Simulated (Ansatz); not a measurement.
## Calculated 17O NMR of the central transition for TiO2 at a changed volume

Cell: an entry of the Crystallography Open Database (COD), relaxed with PBE at fixed cell and then changed (volume scaled by 1.04, ions relaxed).

```yaml
crystal:
  lattice:
    - [5.21271, 0.00000, 0.00000]
    - [0.00000, 9.30587, 0.00000]
    - [0.00000, 0.00000, 5.51868]
  atoms:
    - { symbol: Ti, position: [0.13684, 0.12909, 0.90955] }
    - { symbol: Ti, position: [0.63684, 0.37091, 0.09045] }
    - { symbol: Ti, position: [0.86316, 0.62909, 0.59045] }
    - { symbol: Ti, position: [0.36316, 0.87091, 0.40955] }
    - { symbol: Ti, position: [0.86316, 0.87091, 0.09045] }
    - { symbol: Ti, position: [0.36316, 0.62909, 0.90955] }
    - { symbol: Ti, position: [0.13684, 0.37091, 0.40955] }
    - { symbol: Ti, position: [0.63684, 0.12909, 0.59045] }
    - { symbol: O, position: [0.46354, 0.22921, 0.89342] }
    - { symbol: O, position: [0.96354, 0.27079, 0.10658] }
    - { symbol: O, position: [0.53646, 0.72921, 0.60658] }
    - { symbol: O, position: [0.03646, 0.77079, 0.39342] }
    - { symbol: O, position: [0.53646, 0.77079, 0.10658] }
    - { symbol: O, position: [0.03646, 0.72921, 0.89342] }
    - { symbol: O, position: [0.46354, 0.27079, 0.39342] }
    - { symbol: O, position: [0.96354, 0.22921, 0.60658] }
    - { symbol: O, position: [0.81893, 0.01048, 0.85193] }
    - { symbol: O, position: [0.31893, 0.48952, 0.14807] }
    - { symbol: O, position: [0.18107, 0.51048, 0.64807] }
    - { symbol: O, position: [0.68107, 0.98952, 0.35193] }
    - { symbol: O, position: [0.18107, 0.98952, 0.14807] }
    - { symbol: O, position: [0.68107, 0.51048, 0.85193] }
    - { symbol: O, position: [0.81893, 0.48952, 0.35193] }
    - { symbol: O, position: [0.31893, 0.01048, 0.64807] }
```

Atoms are numbered from 1 in the order listed; like atoms form one site, named after its first atom.

The numbers come from a DFT calculation in Ansatz (PBE, plane waves and PAW, scalar-relativistic, 420 eV cutoff, Γ-centred 5×3×5 k-points, Fermi–Dirac smearing 0.02 eV).

17O has I = 5/2 and Q = -25.58 mb (Pyykkö 2018); at 7.05 T its Larmor frequency is ν₀ = 40.7 MHz. Only the quadrupole interaction is simulated: positions count from each site's isotropic chemical shift, and J coupling is left out, as are shift anisotropy and dipolar coupling, which fast spinning averages.

**Question.** Give C_Q, η, the quadrupolar product P_Q = |C_Q|(1 + η²/3)^½, the second-order isotropic shift and the breadth of the pattern (fast magic-angle spinning) for each O site.

**Answer.** 

```
site          first shell  C_Q (MHz)     η  P_Q (MHz)  δ_QIS (ppm)  breadth (kHz)
  O9  3 Ti at 1.93–2.12 Å       1.59  0.78       1.75        -11.1           1.03
 O17  3 Ti at 1.86–2.05 Å      -1.31  0.86       1.46        -7.73          0.707
```

δ_QIS = −(ν_Q²/30ν₀²)[I(I+1) − 3/4](1 + η²/3) × 10⁶ ppm with ν_Q = 3|C_Q|/[2I(2I−1)]; it falls as 1/B₀² in ppm, and the breadth as 1/B₀ in kHz.

The relaxation (6 steps) took 58 s of wall time (3.7 min of CPU time) and 1.2 GiB at its peak, on 4 threads of Arm Neoverse V2 (aarch64; 8 cores open to the job, memory cap 8.0 GiB, no GPU), a shared host with a load of 1.0 a core.
